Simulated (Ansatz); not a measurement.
## EuSb in the zincblende structure

The computed numbers are results of PBEsol, scalar-relativistic (collinear spin) in the plane-wave PAW code Ansatz at 420 eV, 8×8×8 k-mesh, Gaussian smearing of 0.05 eV; PAW files: Ansatz's generated set soft_2.

```cif
data_structure
_symmetry_space_group_name_H-M 'F-43m'
_symmetry_Int_Tables_number 216
_cell_length_a 7.1203
_cell_length_b 7.1203
_cell_length_c 7.1203
_cell_angle_alpha 90.000
_cell_angle_beta 90.000
_cell_angle_gamma 90.000
_cell_volume 360.98
loop_
_atom_site_label
_atom_site_type_symbol
_atom_site_symmetry_multiplicity
_atom_site_Wyckoff_symbol
_atom_site_fract_x
_atom_site_fract_y
_atom_site_fract_z
_atom_site_occupancy
Eu1 Eu 4 a 0.00000 0.00000 0.00000 1
Sb1 Sb 4 d 0.25000 0.25000 0.75000 1
```

This is a trial structure: such lanthanide and actinide compounds mostly take the rock-salt structure.

Magnetic state: ferromagnetic, site spin moments Eu 6.53; Sb -0.33 μB.

The cell above was scaled in volume, its shape and atoms being fixed by the lattice's symmetry. Energies are counted from the cell above.

The cell is relaxed to zero pressure at this level.

```csv
V (Å³/atom),ΔE (meV/atom),P (GPa),largest moment (μB)
43.32,6.1,1.11,6.51
44.22,1.5,0.53,6.52
45.12,0.0,0.00,6.53
46.03,1.4,-0.47,6.54
46.93,5.2,-0.89,6.55
```

(1) What do the points give for the equilibrium volume, the bulk modulus and its pressure derivative (third-order Birch–Murnaghan)?

Answer:

(1) V0 = 45.13 Å³/atom, B0 = 25 GPa, B0′ = 4.2.

B0·V0 = 24.9 GPa × 45.13 Å³ = 7.03 eV/atom sets the scale: near the minimum ΔE ≈ ½ B0 V0 x², with x = V/V0 − 1, and a pressure of 0.25 GPa squeezes the volume by about 1 %. At the ends of the curve: x = −4.0 % predicts 5.6 meV/atom and the run gives 6.1; x = +4.0 % predicts 5.6 meV/atom and the run gives 5.2. Compression costs more and expansion less than the parabola says, since the crystal stiffens as it shrinks; B0′ measures that.

Without a U the 4f levels of Eu lie too near the Fermi level, so their share of the states there, and what hangs on it, is overstated. No spin–orbit coupling, a notable omission for heavy elements. Site moments are of spin, integrated over atomic spheres. For an f⁶ shell, the formal count of Eu here, Hund's rules give L = S = 3 and J = 0, a non-magnetic ion. Spin-polarised DFT, with or without U, favours a large spin moment instead, a known failure, so moments and magnetic energies here aren't predictions. Only parallel moments were tried, so the real magnetic order may be another. The run is a metal.
